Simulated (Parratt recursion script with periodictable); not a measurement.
# Peak EUV reflectivity of a Si/Mo multilayer on Si against the number of periods

| layer, from the top | thickness (Å) | density (g/cm³) | rms roughness of its top face (Å) | δ at 13.5 nm | β at 13.5 nm |
|---|---|---|---|---|---|
| Si (in each period) | 43.3 | 2.313 | 3 | 9.927 × 10⁻⁴ | 0.001813 |
| Mo (in each period) | 28.8 | 10.026 | 3 | 0.07476 | 0.006314 |
| Si (substrate) | – | 2.313 | 3 | 9.927 × 10⁻⁴ | 0.001813 |

The refractive index is n = 1 − δ + iβ; the runs take δ and β at each wavelength of the scan. Vacuum lies above.

Densities are inputs, not measurements. They were set from computed cells of the Materials Project: Si from entry mp-149 (Fd-3m, 2.313 g/cm³); Mo from entry mp-129 (Im-3m, 10.026 g/cm³). A layer's crystal structure does not enter its constants, only its composition and density.

Model: EUV and soft X-ray reflectivity, Parratt recursion, Névot-Croce roughness, Henke tables. Program: Parratt recursion script with periodictable 1.7.1.

Light falls at α = 15° from the surface normal. It is p-polarised. The wavelength is scanned from 12.42 to 14.58 nm in 161 evenly spaced points, without smoothing. The peak is the highest scan point; its wavelength and height come from a parabola through R at that point and its two neighbours.

The runs differ in the number of periods N alone.

| N | peak λ (nm) | peak R (%) |
|---|---|---|
| 20 | 13.523 | 52.5 |
| 25 | 13.529 | ? |
| 60 | 13.551 | 68.3 |
| 120 | 13.552 | 68.5 |

### Question
Estimate the peak reflectivity for N = 25, trying the form R = R∞ tanh²(aN).

### Answer
Take R∞ from the largest stack, 68.5 % at N = 120. For the shown row under 97 % of it, y = artanh[(R/R∞)^½] is 1.356 at N = 20, so a = 0.0678. This form gives tanh²y = 1.000 at N = 120, in keeping with the choice of R∞. At N = 25, y = 1.695 and R = 68.5 × tanh²y = 59.9 %.

The run gave 59.5 %, so the form misses by 0.4 points.
